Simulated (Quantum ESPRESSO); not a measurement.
Space group F-43m (No. 216); a = b = c = 6.034 Å, α = β = γ = 90.00°

| atom | site | symmetry | x | y | z |
|---|---|---|---|---|---|
| Zn | 4d | -43m | 0.7500 | 0.7500 | 0.7500 |
| Te | 4b | -43m | 0.5000 | 0.5000 | 0.5000 |
(The calculation used a cell of 2 atoms; values per cell refer to that cell.)

The PBEsol cell relaxed from Materials Project entry mp-2176 was given an isotropic strain of -0.5 % on all lattice vectors, and the atoms were relaxed again.

**Question.** What does PBE (stringent potentials; pw.x of Quantum ESPRESSO, ONCV potentials, no spin-orbit coupling) give for the electronic structure near the Fermi level?

**Answer.** The PBE gap is direct, 1.41 eV at Γ. Spin-orbit coupling is left out, which matters for elements this heavy: edges can move by tenths of an eV.
